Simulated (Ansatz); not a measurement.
HfSi2:
```yaml
crystal:
  lattice:
    - [1.84204, -7.29222, 0.00000]
    - [1.84204, 7.29222, 0.00000]
    - [0.00000, 0.00000, 3.65934]
  atoms:
    - { symbol: Si, position: [0.55438, 0.44562, 0.75000] }
    - { symbol: Si, position: [0.44562, 0.55438, 0.25000] }
    - { symbol: Hf, position: [0.89455, 0.10545, 0.75000] }
    - { symbol: Hf, position: [0.10545, 0.89455, 0.25000] }
    - { symbol: Si, position: [0.25025, 0.74975, 0.75000] }
    - { symbol: Si, position: [0.74975, 0.25025, 0.25000] }
```

Relaxed with PBE. Special points in fractions of this cell's reciprocal vectors: Γ (0.000, 0.000, 0.000); Y (-0.500, 0.500, 0.000); C0 (-0.266, 0.734, 0.000); Σ0 (0.266, 0.266, 0.000); Z (0.000, 0.000, 0.500); A0 (0.266, 0.266, 0.500); E0 (-0.266, 0.734, 0.500); T (-0.500, 0.500, 0.500); S (0.000, 0.500, 0.000); R (0.000, 0.500, 0.500).

Task: List the band energies nearest the Fermi level at these points for PBE in the plane-wave PAW code Ansatz.

Result: In eV from the Fermi level; about four levels below and three above (degenerate sets whole), none deeper than 8.9 eV; points with the same levels are listed once.

| k | below | above |
|---|---|---|
| Γ | -2.54 -2.53 -2.52 -0.07 | 1.20 1.32 1.65 |
| Y | -2.84 -2.82 -2.12 -1.61 | 0.34 1.21 1.33 |
| C0 | -1.63 -1.63 -0.96 -0.65 -0.13 | 0.88 1.03 1.59 |
| Z | -1.97 -1.97 -0.09 -0.09 | 0.09 0.09 1.66 1.66 |
| A0 | -3.50 -3.50 -2.43 -2.43 | 1.55 1.55 3.05 3.05 |
| T | -2.30 -2.30 -0.96 -0.96 | 0.02 0.02 2.43 2.43 |
| S | -1.60 -0.87 -0.51 -0.43 | 0.82 0.85 2.10 |
| R | -3.51 -3.51 -2.43 -2.43 | 1.90 1.90 2.74 2.74 |

Space group Cmcm. Symmetry was held in the PBE relaxation; of distortions, only those at the zone centre were tested. No spin polarisation was allowed. Spin–orbit coupling is left out wherever it is not named.

Potentials: the later of the program's two PAW sets.
